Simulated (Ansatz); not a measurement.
Sc:
Space group P6₃/mmc (No. 194); a = 3.277 Å, b = 3.277 Å, c = 5.082 Å, α = 90.00°, β = 90.00°, γ = 120.00°

| atom | site | symmetry | x | y | z |
|---|---|---|---|---|---|
| Sc | 2d | -6m2 | 0.6667 | 0.3333 | 0.2500 |

Relaxed at zero pressure with plane-wave PAW PBEsol (Ansatz code).

Problem. The volume is raised by 3 % and shape and atoms relax at that volume. What pressure results, and how do the axes share the change?

Solution. -1.6 GPa; a 1.0 %, b 1.0 %, c 1.1 %; the energy rises by 4 meV/atom.

Problem. Give the new structure.

Solution. 
Space group P6₃/mmc (No. 194); a = 3.308 Å, b = 3.308 Å, c = 5.136 Å, α = 90.00°, β = 90.00°, γ = 120.00°

| atom | site | symmetry | x | y | z |
|---|---|---|---|---|---|
| Sc | 2d | -6m2 | 0.6667 | 0.3333 | 0.2500 |

The phase is kept; no other phase was compared at this pressure.

Space group P6_3/mmc (hcp (Mg type)). Symmetry was held in the PBEsol relaxation. The run is not spin-polarised. Axis ratios of metals converge slowly with the k-mesh, so a and c are less sure than the volume.

Potentials: the later of the program's two PAW sets.
